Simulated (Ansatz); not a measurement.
A geometry of Ti3Al away from equilibrium: step 3 of the relaxation of a generated trial cell of Ti3Al in the AFLOW prototype AB3_mC16_12_g_ij (D0_15, as in AlCl3). Level of theory: r2SCAN (plane waves to 500 eV, PAW, scalar-relativistic; Ansatz, a quantum-chemistry and plane-wave program). Γ-centred k-mesh 7×7×6 on the run's cell (coarser than for final values), Fermi–Dirac smearing 0.05 eV.

```
Ti3Al
1.0
    2.75612    -4.78044    -0.00701
    2.75612     4.78044    -0.00701
   -1.80839     0.00000     5.43940
Al Ti
2 6
Direct
  0.83374   0.16626   0.00000
  0.16626   0.83374   0.00000
  0.27149   0.27149   0.28658
  0.72851   0.72851   0.71342
  0.91388   0.59276   0.28328
  0.40724   0.08612   0.71672
  0.08612   0.40724   0.71672
  0.59276   0.91388   0.28328
```

**Question.** Which atoms carry the largest force, and which way does it point?

**Answer.** 2.50 eV/Å, on Ti3, Ti4 (atoms numbered as listed); on Ti3 its components are (1.40, 0.00, 2.07).

**Question.** What is the pressure?

**Answer.** +4.9 GPa, compression positive.

**Question.** How far above the relaxed end point is this geometry?

**Answer.** 0.40 eV/atom; the path ends in C2/m (No. 12).

No spin polarisation in the result.

The run could not lose the symmetry of its start: the end is stationary, and may be a saddle point rather than a minimum.

The end of the path is a generated cell of Ti3Al: the first start was made by placing the elements on the sites of a structure type, and the end was not matched to a known phase here, so it may be hypothetical. Known forms of Ti3Al include space group No. 194.
